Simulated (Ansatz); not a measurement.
LiTaO3 (LiNbO3 type, space group R3c)

```
CELL_PARAMETERS angstrom
      2.56994     1.48376     4.59035
     -2.56994     1.48376     4.59035
      0.00000    -2.96752     4.59035
ATOMIC_POSITIONS crystal
  Li 0.70525 0.70525 0.70525
  Li 0.20525 0.20525 0.20525
  Ta 0.98836 0.98836 0.98836
  Ta 0.48836 0.48836 0.48836
  O  0.62303 0.87045 0.26262
  O  0.87045 0.26262 0.62303
  O  0.26262 0.62303 0.87045
  O  0.76262 0.37045 0.12303
  O  0.37045 0.12303 0.76262
  O  0.12303 0.76262 0.37045
```

The slice is a (0001) plane (indices of the conventional cell) through the point (0.370, 0.123, 0.763) (fractional), spanned by u = [1 0 -1] and v = [-1 2 -1] in vectors of this cell: u (5.14 Å) and v (8.90 Å, at 90° to u). It covers one period; positions are fractions (u, v).

These are PBEsol (plane waves to 420 eV, PAW, scalar-relativistic; Ansatz, a quantum-chemistry and plane-wave program) values and carry that method's errors. k mesh 8×8×8. These are valence fields of a PAW run, semicore shells included where kept as valence: close to a nucleus they are smooth pseudo fields. LiTaO3 is run without spin polarisation. LiTaO3 was relaxed with its symmetry unable to fall. Spin-orbit coupling is left out, though Ta is heavy.

Question: Predict the map of the electrostatic potential energy of an electron, from the cell's mean on the slice.

Answer: 
```tsv
v \ u	0.00	0.11	0.22	0.33	0.44	0.56	0.67	0.78	0.89
0.94	x	x	8.2	8.8	9.0	6.5	4.1	5.2	x
0.84	8.1	3.7	x	6.3	x	x	x	8.2	9.1
0.75	8.3	6.0	4.8	7.3	7.1	x	x	4.5	7.6
0.66	x	x	8.9	9.0	7.3	<1.0	<1.0	<1.0	x
0.56	x	x	6.3	7.2	x	x	<1.0	2.5	5.5
0.47	7.9	4.4	3.0	4.8	x	x	7.1	8.6	9.0
0.38	x	x	6.0	8.6	9.0	7.3	4.6	5.5	8.2
0.28	x	x	5.0	7.8	8.6	6.3	x	3.7	7.4
0.19	5.3	<1.0	<1.0	1.2	x	x	7.6	8.7	8.6
0.09	4.3	<1.0	<1.0	1.9	x	x	5.7	8.2	7.9
0.00	x	x	7.4	8.3	8.5	6.2	3.2	4.3	x
```

Values: electrostatic potential energy of an electron, from the cell's mean, in eV. Points within 0.8 Å of a nucleus are blanked (x), as the pseudised field means little there. Values under 1 eV are set to 1. The zero, the cell's mean, hangs on the PAW cores.
